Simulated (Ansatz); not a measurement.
Given:

V$_{3}$Sb:
```cif
data_Sb2V6
_chemical_formula_sum 'Sb2 V6'
_space_group_name_H-M_alt 'Pm-3n'
_space_group_IT_number 223
_space_group_name_Hall '-P 4n 2 3'
_cell_length_a 4.90463
_cell_length_b 4.90463
_cell_length_c 4.90463
_cell_angle_alpha 90.000
_cell_angle_beta 90.000
_cell_angle_gamma 90.000
loop_
_atom_site_label
_atom_site_type_symbol
_atom_site_symmetry_multiplicity
_atom_site_Wyckoff_symbol
_atom_site_fract_x
_atom_site_fract_y
_atom_site_fract_z
_atom_site_occupancy
Sb1 Sb 2 a 0.00000 0.00000 0.00000 1
V1 V 6 c 0.00000 0.50000 0.25000 1
```

This is the r²SCAN-relaxed structure.

**Question.** All from DFT-r²SCAN in the program Ansatz with PAW potentials, unless another level is named. Give the electronic character.

**Answer.** metallic (no gap).

**Question.** Predict the density of states at the Fermi level.

**Answer.** 0.38 states/eV per atom (mean over ±0.08 eV).

**Question.** Next, the formation energy from the elements (no fitted shifts)?

**Answer.** -0.28 eV/atom.

The workflow started from an entry of the Crystallography Open Database (COD). Its standing as an ambient phase is unchecked. The cell was relaxed with r²SCAN under the symmetry of its start; whether a distortion lowers the energy is not shown. The workflow began spin-polarised and lost its moments. The references are the lowest solids computed at this level, not always the standard phases. Scalar-relativistic: spin–orbit coupling is off unless named, which matters more the heavier the elements.

Potentials: the later of the program's two PAW sets.
